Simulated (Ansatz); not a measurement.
PbO2:
```
PbO2
1.0
    5.08113     0.00000     0.00000
    0.00000     5.08113     0.00000
    0.00000     0.00000     3.44392
Pb O
2 4
Direct
  0.00000   0.00000   0.00000
  0.50000   0.50000   0.50000
  0.30797   0.30797   0.00000
  0.19203   0.80797   0.50000
  0.69203   0.69203   0.00000
  0.80797   0.19203   0.50000
```

Relaxed with PBE.

Map the electron localisation function on the plane through (0.000, 0.000, 0.000) spanned by u = [0, 0, 1] and v = [1, 1, 0] in lattice vectors, from PBE in the plane-wave PAW code Ansatz.

x is the fraction of u, y of v (the angle between them is 90°; rows are the nearest grid lines); atoms in the plane: Pb at (0.00, 0.00), Pb at (0.50, 0.50), O at (0.00, 0.31), O at (0.00, 0.69).
```
y \ x   0.000  0.118  0.176  0.294  0.353  0.471  0.529  0.647  0.706  0.824  0.882   1.00
------  -----  -----  -----  -----  -----  -----  -----  -----  -----  -----  -----  -----
1.00    0.002  0.030  0.183  0.278  0.159  0.064  0.064  0.159  0.278  0.183  0.030  0.002
0.917   0.184  0.292  0.342  0.204  0.124  0.053  0.053  0.124  0.204  0.342  0.292  0.184
0.833   0.254  0.222  0.182  0.076  0.042  0.019  0.019  0.042  0.076  0.182  0.222  0.254
0.778   0.799  0.741  0.620  0.221  0.086  0.019  0.019  0.086  0.221  0.620  0.741  0.799
0.694   0.260  0.718  0.794  0.434  0.207  0.134  0.134  0.207  0.434  0.794  0.718  0.260
0.611   0.758  0.745  0.563  0.227  0.300  0.347  0.347  0.300  0.227  0.563  0.745  0.758
0.528   0.117  0.141  0.198  0.292  0.125  0.002  0.002  0.125  0.292  0.198  0.141  0.117
0.472   0.117  0.141  0.198  0.292  0.125  0.002  0.002  0.125  0.292  0.198  0.141  0.117
0.389   0.758  0.745  0.563  0.227  0.300  0.347  0.347  0.300  0.227  0.563  0.745  0.758
0.306   0.260  0.718  0.794  0.434  0.207  0.134  0.134  0.207  0.434  0.794  0.718  0.260
0.222   0.799  0.741  0.620  0.221  0.086  0.019  0.019  0.086  0.221  0.620  0.741  0.799
0.167   0.254  0.222  0.182  0.076  0.042  0.019  0.019  0.042  0.076  0.182  0.222  0.254
0.0833  0.184  0.292  0.342  0.204  0.124  0.053  0.053  0.124  0.204  0.342  0.292  0.184
0.000   0.002  0.030  0.183  0.278  0.159  0.064  0.064  0.159  0.278  0.183  0.030  0.002
```

The density is the valence pseudo-density with augmentation charge, so density and ELF within about 1 Å of a nucleus are not all-electron values.

Space group P4_2/mnm (rutile). Symmetry was held in the PBE relaxation; of distortions, only those at the zone centre were tested. Scalar-relativistic: spin–orbit coupling is off unless named, which matters more the heavier the elements.

Potentials: the later of the program's two PAW sets.
